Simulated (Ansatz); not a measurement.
**Ga₂C₃N₆: Quadrupolar parameters**

The cell is a Materials Project structure (computed, not necessarily an observed phase), atoms as given.

Space group R-3c:H (No. 167); a = 5.6870, c = 28.0080 Å, γ = 120.00°.

```csv
site,Wyckoff,site symmetry,x,y,z
Ga,12c,3.,0.0000,0.0000,0.1637
C,18e,.2,0.6667,0.0245,0.0833
N,36f,1,0.7247,0.0597,0.1260
```

One atom of each set is listed; the run and its k-mesh use a cell of 22 atoms with edges of 9.90, 9.90, 9.90 Å.

Level of theory: DFT, PBE, plane waves and PAW, scalar-relativistic, 420 eV cutoff, Γ-centred 6×6×6 k-points, Fermi–Dirac smearing 0.02 eV (Ansatz 0.2.0).

C_Q = eQV_zz/h, which is 24.18 MHz for Q = 1 b and V_zz = 10²¹ V/m²; η = (V_xx − V_yy)/V_zz.

Ga-71: I = 3/2, Q = 107.0 mb; 14N: I = 1, Q = 20.44 mb. Quadrupole moments are those of Pyykkö's year-2017 table.

```tsv
site	atoms	first shell	V_xx, V_yy, V_zz (10²¹ V/m²)	η	C_Q (MHz)
Ga	4	6 N at 2.05–2.13 Å	-0.18, -0.18, 0.35	0.00	0.908
C	6	2 N at 1.23 Å, angle 177°; also 4 Ga at 2.99 Å	1.25, 2.21, -3.45	0.28	–
N	12	1 C at 1.23 Å, 2 Ga at 2.05–2.13 Å	0.23, 1.63, -1.85	0.76	-0.915
```

An axis of threefold or higher order runs through Ga, so V_zz lies along it and η is zero. At C V_zz points along the line of its two bonds (within 3°).

C has no stable isotope with a ground-state quadrupole moment in the table, so no C_Q is given.

Hardware: 1 thread of AMD EPYC 7R13 Processor (Zen 3) (x86_64; 16 cores open to the job, memory cap 2.5 GiB, no GPU), a shared host with a load of 0.3 a core. Wall time 46 s, CPU time 46 s, peak memory 1 GiB.
